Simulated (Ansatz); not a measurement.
Input and command of a plane-wave DFT calculation in Ansatz:

```yaml
crystal:
  lattice:
    - [3.6555989322, 0.0, 0.0]
    - [-1.8277994661, 3.1658415413, 0.0]
    - [0.0, 0.0, 5.9973]
  atoms:
    - { symbol: "Y", position: [0.3333333333, 0.6666666667, 0.2265] }
    - { symbol: "Y", position: [0.6666666667, 0.3333333333, 0.7735] }
    - { symbol: H, position: [0.3438691877, 0.6877383754, 0.5945782277] }
    - { symbol: H, position: [0.677202521, 0.354405042, 0.3805782277] }
    - { symbol: C, position: [0.0, 0.0, 0.0] }
basis:
  ecutwfc: 500
kpoints:
  mp_grid: { grid: [18, 18, 8] }
hamiltonian:
  xc: r2scan
scf:
  occupations: { method: gaussian, width: 0.15 }
output:
  forces: true
  stress: true
  eigenvalues: true
  write_density: true
  write_potential: true
  elf: true
  volumetric_format: npy
```

```bash
ansatz run input.yaml --threads 1 --pin off --max-ram 2560MiB --backend cpu --events-out ev --progress --plain --runs-dir out
```

Processor: Arm Neoverse V1, 1 thread, on a host shared with other jobs.

**Question.** How long does it run, and how much memory does it take?

**Answer.** About 4 min on 1 thread of Arm Neoverse V1, with other jobs on the host, peak memory 1.2 GiB. It solves 19 bands at 695 k points (the mesh reduced by symmetry) with about 1761 plane waves, in 8 SCF iterations.
